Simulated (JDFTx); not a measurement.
Au(111) slab cut from bulk Au (space group Fm-3m, indices of the conventional cell, lattice of the Materials Project entry mp-81, not re-optimised): 3 atoms in 3 planes, a 1x1 cell of 7.53 Å² (|a| = 2.950, |b| = 2.950 Å), 4.8 Å between the outermost planes, cell height 20.8 Å, 8×8×1 k mesh, Fermi smearing 0.01 Ha, no spin polarisation.

Final geometry:
```
3
Lattice="2.950 0.000 0.000 1.475 2.554 0.000 0.000 0.000 20.800" Properties=species:S:1:pos:R:3 pbc="T T F"
Au     2.950     1.703     7.978
Au     1.475     0.851    10.400
Au     0.000     0.000    12.822
```

All numbers are PBE, GBRV ultrasoft potentials, plane waves to 20/100 Ha results from JDFTx (a modified build), not measurements. Liquid on both sides: linear PCM (GLSSA13), water, 2 M NaCl; nuclei fixed, outer atoms relaxed in vacuum. Potentials are on the SHE scale by the convention U = −μ/e − 4.44 V; references calibrated for a solvation model differ from this value. This is a symmetric, unreconstructed model surface, and the continuum liquid cannot react with it. Convergence in thickness and k mesh wasn't tested for this slab.

Question: Predict the potential of zero charge and the surface charge against electrode potential.

Answer: The potential of zero charge is 0.58 V vs SHE.

| U (V vs SHE) | μ (eV) | excess electrons per cell | σ (μC/cm², per face) | run |
|---|---|---|---|---|
| -0.07 | -4.37 | 0.075 | -8.0 | fixed charge |
| 0.10 | -4.54 | 0.056 | -6.0 | fixed potential |
| 0.45 | -4.89 | 0.016 | -1.7 | fixed potential |
| 0.58 | -5.02 | 0.000 | 0.0 | neutral |
| 0.90 | -5.34 | -0.041 | 4.3 | fixed potential |
| 1.10 | -5.54 | -0.068 | 7.2 | fixed potential |
| 1.50 | -5.94 | -0.125 | 13.3 | fixed potential |
